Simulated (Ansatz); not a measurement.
SnO2 (rutile, space group No. 136), LDA in the plane-wave PAW code Ansatz. The conduction-band minimum lies at Γ, with 1 equivalent valley. Second derivatives d²E/dk² of the lowest band at one valley (eV·Å²), along Cartesian directions:

```
direction  d²E/dk²
---------  -------
[100]        37.19
[010]        37.21
[001]        42.05
[110]        37.20
[101]        39.62
[011]        39.63
```

Find the principal effective masses, the density-of-states mass and the conductivity mass.

Off-diagonal terms follow from H_xy = H[110] − (H_xx + H_yy)/2, and m*/mₑ = 7.620 eV·Å² over each eigenvalue: 0.18, 0.20, 0.20. One valley's DOS mass (m₁m₂m₃)^(1/3) = 0.20, conductivity mass 3/(Σ 1/mᵢ) = 0.20 mₑ.

What effective density of states Nc follows at 300 K for parabolic valleys?

Nc = 2.509e19 × 1 × (0.20)^(3/2) ≈ 2.2e18 cm⁻³.

With the computed static dielectric constant 12.0 (mean of the diagonal), estimate a hydrogenic donor's binding energy and radius.

E = 13.606 eV × 0.20/12.0² ≈ 19 meV; a = 0.529 Å × ε/m* ≈ 32 Å. Semilocal masses tend to be too small where the gap is.

Space group P4_2/mnm (rutile). The cell was relaxed with LDA under the symmetry of its start; of distortions, only those at the zone centre were tested. Point labels and valley counts follow the cell and symmetry of the run, lower than the named group. Spin–orbit coupling is left out wherever it is not named.

Potentials: the later of the program's two PAW sets.
